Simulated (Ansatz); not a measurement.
PbO₂:
```
CELL_PARAMETERS angstrom
      4.98631     0.00000     0.00000
      0.00000     4.98631     0.00000
      0.00000     0.00000     3.40334
ATOMIC_POSITIONS crystal
  Pb 0.00000 0.00000 0.00000
  Pb 0.50000 0.50000 0.50000
  O  0.30729 0.30729 0.00000
  O  0.19271 0.80729 0.50000
  O  0.69271 0.69271 0.00000
  O  0.80729 0.19271 0.50000
```

This is the r²SCAN-relaxed structure. Tensor components refer to the Cartesian frame of this cell.

### Question
All from r²SCAN in the plane-wave PAW code Ansatz, unless another level is named. Estimate the bulk modulus (Birch–Murnaghan fit).

### Answer
133 GPa.

### Question
Next, the elastic constants (relaxed ions, GPa)?

### Answer
C11 = 152, C12 = 118, C13 = 125, C33 = 280, C44 = 48.0, C66 = 146.

### Question
What about the highest zone-centre frequency?

### Answer
639 cm⁻¹.

Space group P4_2/mnm (rutile). The r²SCAN relaxation kept the symmetry of its start; of distortions, only those at the zone centre were tested. A small band overlap can be real or an error of a semilocal functional. As this level gives no gap, shear constants depend on the k-mesh and smearing (Fermi–Dirac, 0.1 eV here). As this level gives no gap, phonon frequencies hold no LO–TO term and depend on the k-mesh and smearing (Fermi–Dirac, 0.1 eV here). Spin–orbit coupling is left out wherever it is not named.

Potentials: the later of the program's two PAW sets.
